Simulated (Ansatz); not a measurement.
Relaxed-ion elastic tensor of Re (dhcp (α-La type), P6_3/mmc) in GPa (Voigt order), DFT-r²SCAN in the program Ansatz with PAW potentials; density 21.06 g/cm³, 14.68 Å³ per atom.

```
     1    2    3    4    5    6
-  ---  ---  ---  ---  ---  ---
1  656  284  228  0.0  0.0  0.0
2  284  656  228  0.0  0.0  0.0
3  228  228  705  0.0  0.0  0.0
4  0.0  0.0  0.0  177  0.0  0.0
5  0.0  0.0  0.0  0.0  177  0.0
6  0.0  0.0  0.0  0.0  0.0  186
```

Problem. Is the crystal mechanically stable?

Solution. Yes: the smallest eigenvalue of C is 177 GPa.

Problem. Work out the Voigt, Reuss and Hill averages.

Solution. K_V = 388, K_R = 388, K_H = 388; G_V = 193, G_R = 191, G_H = 192 GPa.

Problem. Give Young's modulus, Poisson's ratio, Pugh's ratio and the universal anisotropy index.

Solution. E = 9KG/(3K + G) = 494 GPa; ν = 0.29; K/G = 2.02 (ductile by the Pugh limit of 1.75); A_U = 5G_V/G_R + K_V/K_R − 6 = 0.07.

Problem. Estimate the sound speeds and the Debye temperature.

Solution. v_l = √((K + 4G/3)/ρ) = 5530 m/s, v_t = √(G/ρ) = 3020 m/s, mean 3370 m/s; Θ = (h/k)(3n/4πV)^(1/3) v_m = 409 K.

Problem. Solve the Christoffel equation for the three sound speeds along x, y, z.

Solution. Eigenvalues of C_ijkl n_j n_l equal ρv². In km/s, slowest first: x 2.90, 2.97, 5.58; y 2.90, 2.97, 5.58; z 2.90, 2.90, 5.79.

Problem. How much does each axis shrink under pressure?

Solution. Linear compressibilities β_i = Σ_j S_ij (j = 1 to 3): x 0.85, y 0.85, z 0.87 per TPa.

The first step of the workflow began from a Materials Project structure, measured or hypothetical. Its sites differ from those of the usual phase in this space group: another stacking or structure type. Symmetry was held in the r²SCAN relaxation; of distortions, only those at the zone centre were tested. No spin polarisation was allowed. As this level gives no gap, shear constants depend on the k-mesh and smearing (Fermi–Dirac, 0.1 eV here). On the denser mesh and wider smearing of the elastic run this cell carries a stress of 0.5 GPa. Spin–orbit coupling is left out wherever it is not named.

Potentials: the later of the program's two PAW sets.
